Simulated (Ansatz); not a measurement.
## Notes on WC

```
CELL_PARAMETERS angstrom
3.50591 0.63199 0.68188
-0.12046 3.35905 -0.62563
0.57137 -0.69509 3.84149
ATOMIC_POSITIONS crystal
W 0.32009 0.00684 0.23280
W 0.92623 0.39876 0.97586
C 0.70393 0.17570 0.53006
C 0.10164 0.67989 0.57963
```

Method: PBE, collinear spin; PAW, plane waves to 420 eV, 5×6×5 (shifted by 0, 0, 0.5 steps) mesh, fermi-dirac occupations (width 0.1 eV) (Ansatz 0.2.0), atoms fixed.

The state carries no moments; the state need not be the lowest.

Stress: The pressure is 33.8 GPa (compression positive), so with the atoms held at these fractions the cell would first expand; the forces are large, so a full relaxation may end otherwise. The principal stresses 12.6, 25.1, 63.7 GPa differ, so its shape would change too.
Charges: Bader charges in e: W +0.99 to +1.08, C -1.05 to -1.01. In the mean W gives up most and C takes most.
Electronic structure: It is a metal, with about 1.7 states/eV a cell as the mean within 0.25 eV of the Fermi level, mostly W d (63 %) and C p (28 %).
Forces: The largest is on C3: 2.20 eV/Å, components (-1.37, -1.01, -1.39). It makes 11° with the line to a nearest neighbour, W1 at 2.07 Å, pointing towards it.
Formation energy: 1.49 eV an atom against the elements' usual phases (free molecules for gases, crystals otherwise, with no correction for O₂ or N₂), so at this geometry it isn't bound against them. Relaxing would lower it.

Origin: a disordered cell, so it need not be a known compound. Caveats: the k mesh is coarse if the cell is a metal; atoms or cell far from equilibrium.
